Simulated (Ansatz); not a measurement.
**Mg₃ZnO₄, first-principles data**

Mg3ZnO4:
Space group Pm-3m (No. 221); a = b = c = 4.175 Å, α = β = γ = 90.00°

```
atom  site  symmetry       x       y       z
----  ----  --------  ------  ------  ------
Mg      3c    4/mm.m  0.0000  0.5000  0.5000
Zn      1a      m-3m  0.0000  0.0000  0.0000
O       3d    4/mm.m  0.0000  0.0000  0.5000
O       1b      m-3m  0.5000  0.5000  0.5000
```

Space group Pm-3m (No. 221); conventional cell a = b = c = 4.1748 Å, α = β = γ = 90.00°.

Method: DFT-LDA in the program Ansatz with PAW potentials. Structure relaxed to zero pressure with the same functional. Other levels are named where they apply.

### Cell and energy

- Volume per atom = 9.10 Å³
- Density = 4.62 g/cm³
- Formation energy from the elements (no fitted shifts) = -2.54 eV/atom

### Electronic structure

- Band gap: 2.46 eV (indirect)
- Valence-band maximum: on the R–M line, 92 % of the way from R
- Conduction-band minimum: at Γ
- Smallest direct gap on the standard path: 3.72 eV
- Electron effective mass: 0.29 mₑ (isotropic)

### Mechanics

- Bulk modulus (Birch–Murnaghan fit) = 181 GPa
- Pressure derivative B′ = 4.3
- Elastic constants (relaxed ions, GPa) = C11 = 315, C12 = 115, C44 = 135
- Mechanical stability = stable (all eigenvalues of C positive)
- Hill bulk and shear moduli = 181 and 120 GPa
- Young's modulus = 295 GPa
- Poisson's ratio = 0.23
- Debye temperature from the elastic constants = 805 K

### Dielectric response

Electronic dielectric constant ε∞ (DFPT): 3.70
Static dielectric constant ε0 (ions relaxed, cell fixed): 12.4
Born charges (a third of the trace): Mg +1.99, Zn +2.34, O -2.12 to -1.95 e

### Phonons

- Highest zone-centre frequency (without LO–TO term) = 530 cm^-1
- Zone-centre stability = no imaginary mode at Γ
- Dynamical stability on the path = stable (no imaginary branch)
- Zero-point energy = 68.3 meV/atom
- Vibrational entropy at 300 K = 15.8 J/(K·mol of atoms)

The workflow started from a Materials Project entry (that database holds measured and hypothetical structures alike); the Crystallography Open Database copy checked does not list it. With Mg and Zn taken as one species the cell has the higher symmetry Fm-3m, so it may be an ordered model of a mixed-site phase. Whether it is the stable phase at ambient conditions was not checked. The LDA relaxation kept the symmetry of its start. The references are the lowest solids computed at this level, not always the standard phases (solids in place of the gases).

Potentials: the later of the program's two PAW sets.
